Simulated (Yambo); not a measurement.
## Excitons in Na₂PtH₆

```xyz
9
Lattice="0.0000 3.6293 3.6293 3.6293 0.0000 3.6293 3.6293 3.6293 0.0000" Properties=species:S:1:pos:R:3 pbc="T T T"
H      3.6293     3.6293     5.6215
H      3.6293     3.6293     1.6371
H      5.6215     3.6293     3.6293
H      1.6371     3.6293     3.6293
H      3.6293     5.6215     3.6293
H      3.6293     1.6371     3.6293
Na     5.4440     5.4440     5.4440
Na     1.8147     1.8147     1.8147
Pt     0.0000     0.0000     0.0000
```

The geometry is that of Materials Project entry mp-690785, symmetrised and not relaxed again.

BSE in Yambo on norm-conserving PBEsol (Quantum ESPRESSO, 88 Ry, scalar-relativistic) bands: 8×8×8 mesh, 6 valence and 3 conduction bands, static screening with 56 bands and a 3 Ry block, scissor 2.35 eV, Tamm-Dancoff; field along x.

```
state  energy (eV)  states within 2 meV  relative strength   class    main transitions
-----  -----------  -------------------  -----------------  ------  ------------------
1             5.85                    3             < 0.01    dark  several band pairs
2             5.91                    3             < 0.01    dark  several band pairs
3             6.11                    3               1.00  strong  several band pairs
4             6.26                    3             < 0.01    dark  several band pairs
5             6.32                    3             < 0.01    dark  several band pairs
6             6.36                    3               0.31  strong  several band pairs
7             6.40                    2             < 0.01    dark      VB → CB (97 %)
8             6.42                    3             < 0.01    dark      VB → CB (83 %)
```

These are vertical excitations (zero momentum); the indirect quasiparticle gap, about 5.70 eV, is smaller than the direct one (6.58 eV on the GW mesh). The direct quasiparticle gap on this mesh is 6.58 eV; counted from there, state 1 is bound by 0.74 eV. On a 4×4×4 mesh the same difference is 0.83 eV, so it isn't converged.

Spin singlets only. Strengths are relative to the strongest of the lowest states of this run; strong means a line over 3 % of the spectrum's maximum, dark under 0.03 %. Absolute energies carry the error of the G0W0 scissor, whose convergence isn't established.

Spin-orbit coupling is left out, which matters for elements this heavy: edges can move by tenths of an eV.

The structure is a Materials Project entry; no match was found in the copy of COD used, and its stability was not checked.
